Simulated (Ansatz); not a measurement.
InF3:
```
InF3
1.0
    2.65200     1.53113     4.86462
   -2.65200     1.53113     4.86462
    0.00000    -3.06227     4.86462
In F
2 6
Direct
  0.50000   0.50000   0.50000
  0.00000   0.00000   0.00000
  0.38210   0.75000   0.11790
  0.61790   0.25000   0.88210
  0.11790   0.38210   0.75000
  0.88210   0.61790   0.25000
  0.75000   0.11790   0.38210
  0.25000   0.88210   0.61790
```

DFT-r²SCAN in the program Ansatz with PAW potentials gives a gap of 5.13 eV without spin–orbit coupling, maximum at F, minimum at Γ.

Problem. What happens when spin–orbit coupling is switched on?

Solution. The gap hardly moves, to 5.13 eV; maximum at F, minimum at Γ.

Problem. Give the electron effective mass with spin–orbit coupling.

Solution. 0.46, 0.52, 0.52 mₑ (principal values).

Problem. Give the hole effective mass with spin–orbit coupling.

Solution. 2.1, 2.7, 3.3 mₑ (principal values).

Space group R-3c. The workflow started from a Materials Project entry (that database holds measured and hypothetical structures alike); the Crystallography Open Database files this formula in space group No. 167, but the cells were not matched. Its standing as an ambient phase is unchecked. The cell was relaxed with r²SCAN under the symmetry of its start; its stability against distortions is not shown here.

Potentials: the later of the program's two PAW sets.
